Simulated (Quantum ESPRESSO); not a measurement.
# Where does C sit best among Ge sites?

The results below are calculated, not measured. They come from pw.x of Quantum ESPRESSO 7.5, a plane-wave density functional program, with PseudoDojo standard norm-conserving files (v0.5 for PBE, v0.4.1 for LDA and PBEsol). The cells are made up: elements, strain and atom displacements were drawn at random, and nothing was relaxed. There is no spin polarisation, spin-orbit coupling or dispersion term.

The cell has 8 sites of a zincblende or diamond lattice. Sites 1 to 4 hold X X X X; sites 5 to 8 hold Si Ge Si Ge. Cell vectors in Å: (5.467, 0.069, -0.062); (0.069, 5.552, 0.059); (-0.062, 0.059, 5.576). Settings: PBE, cutoff 1116 eV, 6 x 6 x 6 k mesh shifted by half a step, Fermi-Dirac smearing of 0.1 eV.

In each run one of the sites marked X holds C and the others hold Ge; cell and positions stay the same. E is the free energy of the cell.

| site of the guest | first shell | mean distance (Å) | E above the lowest (eV) | P (GPa) | force on the guest (eV/Å) |
| --- | --- | --- | --- | --- | --- |
| 1 | Ge2Si2 | 2.366 | 0.000 | -2.35 | 0.585 |
| 2 | Ge2Si2 | 2.420 | 0.549 | -1.21 | 0.193 |
| 3 | Ge2Si2 | 2.426 | 0.519 | -1.20 | 0.571 |
| 4 | Ge2Si2 | 2.377 | 0.020 | -2.26 | 0.547 |

A rerun of one of these cells at 1347 eV and k mesh 8 x 8 x 8 moved values by no more than 0.003 eV in the cell's energy, 0.03 GPa in stress and 0.009 eV/Å in force.

## Reading the table

Site 1 is lowest, by 0.020 eV, over three times the rerun's bound. A straight line of energy against the mean distance has a slope of 9.9 ± 1.3 eV/Å, so the guest costs less on the tighter sites. The positions are random and not relaxed, so the differences hold for this frozen cell and are not site preferences of a real crystal.